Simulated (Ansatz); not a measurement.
Consider the following.

V$_{3}$Si:
```
CELL_PARAMETERS angstrom
      4.64891     0.00000     0.00000
      0.00000     4.64891     0.00000
      0.00000     0.00000     4.64891
ATOMIC_POSITIONS crystal
  Si 0.00000 0.00000 0.00000
  Si 0.50000 0.50000 0.50000
  V  0.25000 0.00000 0.50000
  V  0.50000 0.75000 0.00000
  V  0.75000 0.00000 0.50000
  V  0.50000 0.25000 0.00000
  V  0.00000 0.50000 0.75000
  V  0.00000 0.50000 0.25000
```

This is the PBEsol-relaxed structure.

### Question
All from plane-wave PAW PBEsol (Ansatz code), unless another level is named. Estimate the electronic character.

### Answer
metallic (no gap).

### Question
Predict the formation energy from the elements (no fitted shifts).

### Answer
-49 kJ/mol of atoms.

### Question
Predict the density of states at the Fermi level.

### Answer
2.1 states/eV per atom (mean over ±0.08 eV).

Space group Pm-3n (A15 (Cr3Si type)). Symmetry was held in the PBEsol relaxation. The workflow began spin-polarised and lost its moments. The references are the lowest solids computed at this level, not always the standard phases.

Potentials: the later of the program's two PAW sets.
